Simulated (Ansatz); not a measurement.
Cr3NiB:
```
CELL_PARAMETERS angstrom
      3.79543     0.00000     0.00000
      0.00000     3.79543     0.00000
      0.00000     0.00000     3.79543
ATOMIC_POSITIONS crystal
  Cr 0.50000 0.50000 0.00000
  Cr 0.00000 0.50000 0.50000
  Cr 0.50000 0.00000 0.50000
  Ni 0.00000 0.00000 0.00000
  B  0.50000 0.50000 0.50000
```

This is the PBEsol-relaxed structure.

**Question.** All from PBEsol in the plane-wave PAW code Ansatz, unless another level is named. Give the electronic character.

**Answer.** metallic (no gap).

**Question.** What about the density of states at the Fermi level?

**Answer.** 1.1 states/eV per atom (mean over ±0.08 eV).

**Question.** What about the formation energy from the elements (no fitted shifts)?

**Answer.** 358 meV/atom.

Space group Pm-3m (anti-perovskite). The start of the workflow was typed in or built on a structure type; neither database checked (COD, Materials Project) lists it. Whether it is the stable phase at ambient conditions was not checked. Symmetry was held in the PBEsol relaxation; its stability against distortions is not shown here. The workflow began spin-polarised and lost its moments. The volume moved by -26 % from the start of the relaxation. Its formation energy is positive at this level, so the cell may be metastable or incomplete. The references are the lowest solids computed at this level, not always the standard phases.

Potentials: the earlier of the program's two PAW sets. The files were generated under PBE; for other functionals the program regenerates the frozen cores, and for LDA and PBEsol the local potential too.
